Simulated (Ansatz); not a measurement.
YSi$_{2}$:
```
CELL_PARAMETERS angstrom
      0.00000     3.30072     3.30072
      3.30072     0.00000     3.30072
      3.30072     3.30072     0.00000
ATOMIC_POSITIONS crystal
  Y  0.00000 0.00000 0.00000
  Si 0.25000 0.25000 0.25000
  Si 0.75000 0.75000 0.75000
```

Relaxed with r²SCAN. Special points in fractions of this cell's reciprocal vectors: Γ (0.000, 0.000, 0.000); X (0.500, 0.000, 0.500); U (0.625, 0.250, 0.625); K (0.375, 0.375, 0.750); L (0.500, 0.500, 0.500); W (0.500, 0.250, 0.750).

Task: List the band energies nearest the Fermi level at these points for DFT-r²SCAN in the program Ansatz with PAW potentials.

Result: In eV from the Fermi level; about four levels below and three above (degenerate sets whole), none deeper than 8.9 eV; points with the same levels are listed once.

```
k                        below                     above
-  ---------------------------  ------------------------
Γ      -4.19 -2.88 -2.88 -2.88  1.66 1.66 2.79 2.79 2.79
X      -6.92 -4.46 -2.09 -2.09            0.95 0.95 1.49
U      -7.30 -3.99 -2.34 -1.88            0.04 1.11 2.52
L  -2.08 -2.08 -0.34 0.00 0.00            0.30 2.52 2.52
W      -3.61 -3.51 -0.65 -0.65            1.00 2.82 3.38
```

Space group Fm-3m (fluorite). The cell is a constructed one: a structure type filled with these elements; neither database checked (COD, Materials Project) lists it. COD files the formula under space group No. 191, so this cell is another polymorph or a model. Whether it is the stable phase at ambient conditions was not checked. The r²SCAN relaxation kept the symmetry of its start. At this level the phase is mechanically unstable. No spin polarisation was allowed. Scalar-relativistic: spin–orbit coupling is off unless named, which matters more the heavier the elements.

Potentials: the later of the program's two PAW sets.
